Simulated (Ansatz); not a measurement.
Mg (fcc): energy against volume

These are results of DFT, PBEsol, plane waves (420 eV) with PAW, scalar-relativistic (Ansatz), not measurements. The PAW files were generated under PBE, with cores re-solved for the functional.

The cell is scaled uniformly from the relaxed one, with fractional coordinates and shape fixed. Energies are extrapolated to zero smearing, pressures are those at the given smearing. Magnetic state: spin not included.

A Birch-Murnaghan fit gives V₀ = 22.72 Å³/atom, B₀ = 36 GPa, B₀′ = 3.9.

(1) What are the energy above the minimum and the pressure at 19.953 Å³/atom?

(2) What are the energy above the minimum and the pressure at 21.767 Å³/atom?

(3) What are the energy above the minimum and the pressure at 23.581 Å³/atom?

Answers

(1) 47.3 meV/atom and 6.10 GPa as computed.

(2) 4.9 meV/atom and 1.70 GPa as computed.

(3) 3.5 meV/atom and -1.25 GPa as computed.
